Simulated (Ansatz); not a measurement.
## Zone-centre phonons of SiO₂ at 2 GPa: input and output

Theory: DFT LDA, scalar-relativistic, plane waves, PAW in Ansatz 0.2.0.

Launched with:
```bash
ansatz run input.yaml --threads 2 --pin off --max-ram 6144MiB --backend cpu --events-out ev --progress --plain --runs-dir out
```

Input (bare energies are in eV):
```yaml
crystal:
  lattice:
    - [-2.3600823297, 2.3600823297, 3.6219254831]
    - [2.3600823297, -2.3600823297, 3.6219254831]
    - [2.3600823297, 2.3600823297, -3.6219254831]
  atoms:
    - { symbol: Si, position: [0.0, 0.0, 0.0] }
    - { symbol: Si, position: [0.75, 0.25, 0.5] }
    - { symbol: O, position: [1.0043294411, 0.625, 0.8793294411] }
    - { symbol: O, position: [0.375, 0.2543294411, 0.3793294411] }
    - { symbol: O, position: [0.7456705589, 0.125, 0.1206705589] }
    - { symbol: O, position: [0.875, -0.0043294411, 0.6206705589] }
basis:
  ecutwfc: 420
kpoints:
  mp_grid: { grid: [8, 8, 8] }
hamiltonian:
  xc: lda
scf:
  occupations: { method: fixed }
output:
  eigenvalues: true
phonons:
  method: dfpt
  dielectric: true
  rigid_motions: translations
  eigenvectors: true
```

Results section of the output:
```
--- Phonons (Γ-DFPT): 5 representative perturbations + reference, on 260 of 512 k-points (Σ response iterations 18) ---
  k mesh reduced under 1 symmetry operation, with k and −k counted as one. Each operation leaves every solved perturbation unchanged. A smaller set is not considered because the run solves the response ...
  ASR residual: 1.408e-4 → 0.000e0 eV/Å²; symmetrization residual: 4.321e-6 eV/Å²
  ASR residual per site (eV/Å²): 8.47e-5 8.47e-5 1.41e-4 1.41e-4 1.41e-4 1.41e-4
  Γ frequencies (cm⁻¹): 0.00 0.00 0.00 168.82 168.82 362.68 418.91 429.60 440.68 455.61 455.61 788.48 806.54 806.54 1063.85 1078.42 1078.42 1088.82
  ε∞ (high-frequency dielectric tensor):
        2.353938     0.000000     0.000000
        0.000000     2.353938     0.000000
       -0.000000     0.000000     2.383652
  ε⁰ (static dielectric tensor: ions relaxed, cell fixed):
        3.960913     0.000000     0.000000
        0.000000     3.960913    -0.000000
        0.000000    -0.000000     4.350507
  ε⁰ − ε∞ (ionic part):
        1.606974     0.000000     0.000000
        0.000000     1.606974    -0.000000
        0.000000    -0.000000     1.966855
  softest optical mode at Γ: 168.82 cm⁻¹; the repairs (sum rule, projections) moved no ω² at Γ by more than (1.95 cm⁻¹)²
  Born effective charges Z* (e; rows j = field, columns β = displacement):
    site 0:
         3.21147   -0.40724    0.00000
         0.40724    3.21147   -0.00000
        -0.00000   -0.00000    3.35264
    site 1:
         3.21147    0.40724    0.00000
        -0.40724    3.21147   -0.00000
         0.00000   -0.00000    3.35264
    site 2:
        -2.10043   -0.00000   -0.84296
        -0.00000   -1.11104   -0.00000
        -0.81584    0.00000   -1.67632
    site 3:
        -1.11104    0.00000    0.00000
         0.00000   -2.10043   -0.84296
         0.00000   -0.81584   -1.67632
    site 4:
        -2.10043    0.00000    0.84296
         0.00000   -1.11104   -0.00000
         0.81584    0.00000   -1.67632
    site 5:
        -1.11104    0.00000    0.00000
        -0.00000   -2.10043    0.84296
         0.00000    0.81584   -1.67632
  Z* charge neutrality: 4.352e-5 e pre-enforcement
  k-mesh period / interband length: 39.4 Å / 1.03 Å = 38.40 at k = (0.0000, 0.0000, 0.0000), direct gap 6.091 eV — 14 or more, which is no proof of convergence
  optical modes at Γ without the LO–TO term, one row a degenerate level:
      ω (cm⁻¹) modes IR ((D/Å)²/amu)
        168.82      2             0.3864
        362.68      1             0.0000
        418.91      1             0.0000
        429.60      1             8.9059
        440.68      1             0.0000
        455.61      2            10.0784
        788.48      1             0.0000
        806.54      2            10.8565
       1063.85      1            29.6086
       1078.42      2            49.7786
       1088.82      1             0.0000
  optical modes at Γ + LO–TO along q̂ = [1.0000, 0.0000, 0.0000]:
      ω (cm⁻¹) modes IR ((D/Å)²/amu)
        168.82      1             0.1932
        172.64      1             0.0697
        362.68      1             0.0000
        418.91      1             0.0000
        429.60      1             8.9059
        440.68      1             0.0000
        455.61      1             5.0392
        496.70      1             2.3620
        788.48      1             0.0000
        806.54      1             5.4283
        831.79      1             2.4000
       1063.85      1            29.6086
       1078.42      1            24.8893
       1088.82      1             0.0000
       1216.70      1            30.7182
  optical modes at Γ + LO–TO along q̂ = [0.0000, 1.0000, 0.0000]:
      ω (cm⁻¹) modes IR ((D/Å)²/amu)
        168.82      1             0.1932
        172.64      1             0.0697
        362.68      1             0.0000
        418.91      1             0.0000
        429.60      1             8.9059
        440.68      1             0.0000
        455.61      1             5.0392
        496.70      1             2.3620
        788.48      1             0.0000
        806.54      1             5.4283
        831.79      1             2.4000
       1063.85      1            29.6086
       1078.42      1            24.8893
       1088.82      1             0.0000
       1216.70      1            30.7182
  optical modes at Γ + LO–TO along q̂ = [0.0000, 0.0000, 1.0000]:
      ω (cm⁻¹) modes IR ((D/Å)²/amu)
        168.82      2             0.3864
        362.68      1             0.0000
        418.91      1             0.0000
        440.68      1             0.0000
        455.61      2            10.0784
        506.34      1             4.6072
        788.48      1             0.0000
        806.54      2            10.8565
       1078.42      2            49.7786
       1088.82      1             0.0000
       1219.44      1            33.9073
```

Time: 3.6 min on 2 threads of Arm Neoverse V2 (shared host), peak memory 1.9 GiB.

This form isn't the usual stable structure of the compound at low pressure.